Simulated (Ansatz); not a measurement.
NiSb:
```yaml
crystal:
  lattice:
    - [3.26533, 0.00000, 0.00000]
    - [0.00000, 3.26533, 0.00000]
    - [0.00000, 0.00000, 3.26533]
  atoms:
    - { symbol: Ni, position: [0.00000, 0.00000, 0.00000] }
    - { symbol: Sb, position: [0.50000, 0.50000, 0.50000] }
```

Relaxed with PBE. Special points in fractions of this cell's reciprocal vectors: Γ (0.000, 0.000, 0.000); X (0.000, 0.500, 0.000); M (0.500, 0.500, 0.000); R (0.500, 0.500, 0.500).

List the band energies nearest the Fermi level at these points for PBE in the plane-wave PAW code Ansatz.

In eV from the Fermi level; about four levels below and three above (degenerate sets whole), none deeper than 8.9 eV; points with the same levels are listed once.

| k | below | above |
|---|---|---|
| Γ | -2.24 -2.24 -1.24 -1.24 -1.24 | 0.96 0.96 0.96 |
| X | -2.05 -2.05 -2.03 -1.23 -0.82 | 4.48 4.48 7.26 |
| M | -1.55 -1.55 -0.88 -0.55 | 0.37 4.89 9.69 9.69 |
| R | -4.43 -4.43 -4.43 -0.86 -0.86 | 1.17 1.17 1.17 |

Space group Pm-3m (CsCl type). The cell is a constructed one: a structure type filled with these elements; neither database checked (COD, Materials Project) lists it. COD files the formula under space group No. 194, so this cell is another polymorph or a model. Its standing as an ambient phase is unchecked. The cell was relaxed with PBE under the symmetry of its start; whether a distortion lowers the energy is not shown. The workflow began spin-polarised and lost its moments. Spin–orbit coupling is left out wherever it is not named.

Potentials: the earlier of the program's two PAW sets.
